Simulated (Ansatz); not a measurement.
EuZnSi:
```
CELL_PARAMETERS angstrom
      4.20548     0.00000     0.00000
     -2.10274     3.64205     0.00000
      0.00000     0.00000     8.62334
ATOMIC_POSITIONS crystal
  Zn 0.33333 0.66667 0.25000
  Zn 0.66667 0.33333 0.75000
  Si 0.33333 0.66667 0.75000
  Si 0.66667 0.33333 0.25000
  Eu 0.00000 0.00000 0.00000
  Eu 0.00000 0.00000 0.50000
```
The run is spin-polarised; directions of the spins, atom by atom: 0 0 0 0 ↑ ↑.

Relaxed with r²SCAN.

**Question.** Give the Bader charges and basin volumes of the independent atoms, r²SCAN in the plane-wave PAW code Ansatz.

**Answer.** 

```json
[
 {"atom": "Zn1", "Bader charge (e)": "-0.27", "Bader volume (Å³)": "19.0"},
 {"atom": "Si3", "Bader charge (e)": "-1.08", "Bader volume (Å³)": "26.5"},
 {"atom": "Eu5", "Bader charge (e)": "+1.35", "Bader volume (Å³)": "20.5"}
]
```

Space group P6_3/mmc. The workflow started from an entry of the Crystallography Open Database (COD). Its standing as an ambient phase is unchecked. Symmetry was held in the r²SCAN relaxation; whether a distortion lowers the energy is not shown. Spin order of the final state: ferromagnetic, the only order run, not a proven ground state. Caveat: open 4f shells can settle in a state that is not the lowest. Other orbital occupations within this spin state were not tried. No Hubbard U is applied. Scalar-relativistic: spin–orbit coupling is off unless named, which matters more the heavier the elements.

Potentials: the later of the program's two PAW sets.
